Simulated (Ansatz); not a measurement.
Input and command of a plane-wave DFT calculation in Ansatz:

```yaml
crystal:
  lattice:
    - [0.0, 2.01993125, 2.0455]
    - [2.07106875, 0.0, 2.0455]
    - [2.07106875, 2.01993125, 0.0]
  atoms:
    - { symbol: Au, position: [0.0, 0.0, 0.0] }
basis:
  ecutwfc: 500
kpoints:
  mp_grid: { grid: [14, 14, 14] }
hamiltonian:
  xc: r2scan
scf:
  occupations: { method: gaussian, width: 0.15 }
output:
  forces: true
  stress: true
  eigenvalues: true
```

```bash
ansatz run input.yaml --threads 1 --pin off --max-ram 2560MiB --backend cpu --events-out ev --progress --plain --runs-dir out
```

Processor: Intel(R) Xeon(R) 6975P-C (Granite Rapids), 1 thread, on a host shared with other jobs.

Estimate time, memory and problem size.

About 6.5 s on 1 thread of Intel(R) Xeon(R) 6975P-C (Granite Rapids) (shared host), peak memory 0.47 GiB. It solves 14 bands at 428 k points (the mesh reduced by the symmetry that the task leaves, which can be less than the crystal's) with about 427 plane waves, in 6 SCF iterations.
